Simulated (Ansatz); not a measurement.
## Deforming PbF2

```xyz
3
Lattice="0.0000 2.9699 2.9699 2.9699 0.0000 2.9699 2.9699 2.9699 0.0000" Properties=species:S:1:pos:R:3 pbc="T T T"
Pb    0.0000    0.0000    0.0000
F     1.4849    1.4849    1.4849
F     4.4548    4.4548    4.4548
```

Atoms are numbered in the order listed.

The cell comes from COD entry 9014557, which wasn't checked; take it as a given geometry.

Spin–orbit coupling is left out, though it moves levels of the heavy atoms by tenths of an eV or more.

Theory: DFT, LDA, all-electron LAPW, scalar-relativistic (Ansatz 0.2.0).

Sampling and basis: a Γ-centred 7×7×7 k mesh, Fermi–Dirac smearing of 0.03 eV, basis error target 0.5 meV/atom, no spin polarisation.

The unchanged cell is at -4.90 GPa.

x, y and z are the Cartesian axes of the cell as listed; fractional coordinates follow a strain, and an engineering shear is twice the off-diagonal strain component.

One change gave: energy change +2 meV/atom; stress change (xx, yy, zz, yz, xz, xy) 0.11, 0.11, 0.11, 0.61, 0.61, 0.61 GPa, compression positive; change of the force on F2 (0.043, 0.043, 0.043) eV/Å; gap on the k mesh 4.29 → 4.25 eV. Which change was it?
A. equal xy, yz and zx engineering shear strains of -1 %
B. equal xy, yz and zx engineering shear strains of +2 %
C. equal xy, yz and zx engineering shear strains of +1 %
D. equal xy, yz and zx engineering shear strains of -2 %

D. For equal xy, yz and zx engineering shear strains of -1 %: energy change under 1 meV/atom; stress change (xx, yy, zz, yz, xz, xy) 0.03, 0.03, 0.03, 0.29, 0.29, 0.29 GPa, compression positive; change of the force on F2 (0.020, 0.020, 0.020) eV/Å; gap on the k mesh 4.29 → 4.28 eV. For equal xy, yz and zx engineering shear strains of +1 %: energy change under 1 meV/atom; stress change (xx, yy, zz, yz, xz, xy) 0.03, 0.03, 0.03, -0.26, -0.26, -0.26 GPa, compression positive; change of the force on F3 (0.016, 0.016, 0.016) eV/Å; gap on the k mesh 4.29 → 4.28 eV. For equal xy, yz and zx engineering shear strains of +2 %: energy change +2 meV/atom; stress change (xx, yy, zz, yz, xz, xy) 0.11, 0.11, 0.11, -0.50, -0.50, -0.50 GPa, compression positive; change of the force on F2 (-0.030, -0.030, -0.030) eV/Å; gap on the k mesh 4.29 → 4.27 eV.
